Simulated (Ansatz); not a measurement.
Theory: DFT PBE, scalar-relativistic, plane waves, PAW (Ansatz 0.2.0). Settings: cutoff 420 eV, Γ-centred meshes spaced at most about 0.3 Å⁻¹, and about 0.25 Å⁻¹ or finer for metals (2π included), Gaussian smearing. No spin polarisation in the final relaxations.

Temperature and zero-point effects are left out.

Two forms of Zr₃TiN₄ were relaxed alike.

A.

```cif
data_structure
_symmetry_space_group_name_H-M 'Cmmm'
_symmetry_Int_Tables_number 65
_cell_length_a 6.3851
_cell_length_b 9.0332
_cell_length_c 3.2012
_cell_angle_alpha 90.000
_cell_angle_beta 90.000
_cell_angle_gamma 90.000
_cell_volume 184.64
loop_
_atom_site_label
_atom_site_type_symbol
_atom_site_symmetry_multiplicity
_atom_site_Wyckoff_symbol
_atom_site_fract_x
_atom_site_fract_y
_atom_site_fract_z
_atom_site_occupancy
Zr1 Zr 4 e 0.25000 0.75000 0.00000 1
Zr2 Zr 2 c 0.50000 0.00000 0.50000 1
Ti1 Ti 2 d 0.00000 0.00000 0.50000 1
N1 N 4 g 0.76006 0.00000 0.00000 1
N2 N 4 j 0.50000 0.74486 0.50000 1
```

B.

```cif
data_structure
_symmetry_space_group_name_H-M 'Pm-3m'
_symmetry_Int_Tables_number 221
_cell_length_a 4.5273
_cell_length_b 4.5273
_cell_length_c 4.5273
_cell_angle_alpha 90.000
_cell_angle_beta 90.000
_cell_angle_gamma 90.000
_cell_volume 92.79
loop_
_atom_site_label
_atom_site_type_symbol
_atom_site_symmetry_multiplicity
_atom_site_Wyckoff_symbol
_atom_site_fract_x
_atom_site_fract_y
_atom_site_fract_z
_atom_site_occupancy
Zr1 Zr 3 d 0.00000 0.00000 0.50000 1
Ti1 Ti 1 b 0.50000 0.50000 0.50000 1
N1 N 3 c 0.50000 0.50000 0.00000 1
N2 N 1 a 0.00000 0.00000 0.00000 1
```

Task: Which placement of the atoms is lower in energy, and by how much?

Result: A is lower, by 11 meV/atom. The two share one framework of sites and differ in which element sits where. A has Zr and Ti ordered on rock salt sites, space group Cmmm (No. 65), 11.5 Å³/atom and no gap on its mesh; B has Zr and Ti ordered on rock salt sites, space group Pm-3m (No. 221), 11.6 Å³/atom and no gap. Counting N atoms around Ti and Zr (those within 1.25 times the shortest such distance or 1.15 times the sum of covalent radii), A and B both have Zr 6, Ti 6. Both come from invented guesses.

For metals, differences of a few meV/atom aren't resolved. With atoms moved at random, Pm-3m came back. Other cells relaxed within their symmetry can be saddle points.
